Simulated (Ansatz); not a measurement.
MgW: rattling a relaxed structure

The cell was found from a structure generator's guess, not taken from experiment.

These are results of DFT PBE, scalar-relativistic, plane waves, PAW (Ansatz), not measurements. Settings: cutoff 420 eV, Γ-centred mesh 18×18×18 on the computed 2-atom cell, Gaussian smearing of 0.10 eV; no spin polarisation.

The cell below (2 atoms, space group R-3m (No. 166)) is relaxed within its symmetry.

```xyz
2
Lattice="1.4249 0.8226 4.9169 -1.4249 0.8226 4.9169 0.0000 -1.6453 4.9169" Properties=species:S:1:pos:R:3 pbc="T T T"
Mg    0.0000    0.0000    0.0000
W     0.0000    0.0000    7.3754
```

For the test a repeat of it with 4 atoms (edges 2.85, 4.94, 5.18 Å) was strained at random (σ = 1.5 % a component), the atoms were moved at random (σ = 0.05 Å), and all was relaxed again on a coarse 8×4×8 mesh (in the run’s order of axes) with 0.20 eV smearing, with no symmetry imposed.

These runs have no spin–orbit coupling, which can matter for W.

Question: Does it come back?

Answer: It doesn't return. The energy falls by 72 meV/atom on that mesh, the volume changes by -1.0 %, and the end has space group Cmmm (No. 65) at a loose tolerance. Relaxed again on a 16×16×10 mesh with 0.10 eV smearing, the new structure lies 73 meV/atom below the first (mesh in the axes of the run's cell; the cell below is made exact in the group named). Space group Cmmm (No. 65), orthorhombic, a = 3.360 Å, b = 4.294 Å, c = 4.745 Å. Mg has 4 Mg at 2.73 Å, 4 W at 2.91 Å, 4 W at 3.20 Å and 2 Mg at 3.36 Å; W has 4 W at 2.73 Å, 4 Mg at 2.91 Å, 4 Mg at 3.20 Å and 2 W at 3.36 Å.

```
Mg W
1.0
     1.67986   -2.14688    0.00000
     1.67986    2.14688    0.00000
     0.00000    0.00000    4.74533
Mg W
1 1
Direct
  0.50000 0.50000 0.00000
  0.00000 0.00000 0.50000
```
